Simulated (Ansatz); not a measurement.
A calculation with the code Ansatz. Plane-wave DFT: natural occupations of the f shells on orthogonalised atomic orbitals at the end of the run, rising, by spin; atoms or cell relaxed as the task says.

```
cell
1.0
     7.9541    0.0000    0.0000
     0.0000   -7.9541    0.0000
     0.0000    0.0000   -7.9541
Al Gd La
16 3 4
Direct
  0.3730 0.8818 0.1235
  0.8691 0.3682 0.1224
  0.8751 0.8751 0.6249
  0.3732 0.3704 0.6226
  0.3805 0.1238 0.8819
  0.8751 0.6249 0.8751
  0.8810 0.1256 0.3708
  0.3777 0.6264 0.3833
  0.6249 0.8751 0.8751
  0.1199 0.3738 0.8728
  0.1237 0.8753 0.3693
  0.6249 0.3793 0.3744
  0.6266 0.1220 0.1221
  0.1231 0.6271 0.1234
  0.1180 0.1244 0.6272
  0.6249 0.6249 0.6249
  0.7500 0.7500 0.2500
  0.7500 0.2500 0.7500
  0.2500 0.7500 0.7500
  0.0000 0.0000 0.0000
  0.5000 0.5000 0.0000
  0.5000 0.0000 0.5000
  0.0000 0.5000 0.5000
```

Starting moments (μB): Gd number 1 7.84, Gd number 2 7.84, Gd number 3 7.84; others 0.

- cell charge: 0 e
- spin: collinear
- scf start: atoms
- lower state search: off
- functional: PBEsol
- wave cutoff: 420 eV
- k mesh: 3, 3, 3
- k shift: 0, 0, 0 mesh steps
- gaussian smearing: 0.05 eV
- task: relax atoms

Results:

| shell atom | shell element | shell spin | shell occupation 1 (e) | shell occupation 2 (e) | shell occupation 3 (e) | shell occupation 4 (e) | shell occupation 5 (e) | shell occupation 6 (e) | shell occupation 7 (e) |
| --- | --- | --- | --- | --- | --- | --- | --- | --- | --- |
| 17 | Gd | up | 1 | 1 | 1 | 1 | 1 | 1 | 1 |
| 17 | Gd | down | 0.01 | 0.02 | 0.02 | 0.02 | 0.02 | 0.02 | 0.02 |
| 18 | Gd | up | 1 | 1 | 1 | 1 | 1 | 1 | 1 |
| 18 | Gd | down | 0.01 | 0.02 | 0.02 | 0.02 | 0.02 | 0.02 | 0.02 |
| 19 | Gd | up | 1 | 1 | 1 | 1 | 1 | 1 | 1 |
| 19 | Gd | down | 0.01 | 0.02 | 0.02 | 0.02 | 0.02 | 0.02 | 0.02 |

Caveats: Gd without a U keeps its half-filled shell, but its 4f levels lie too near the Fermi level; occupations loosely converged; open f or d shells may hold a state above the lowest; the supercell is small.
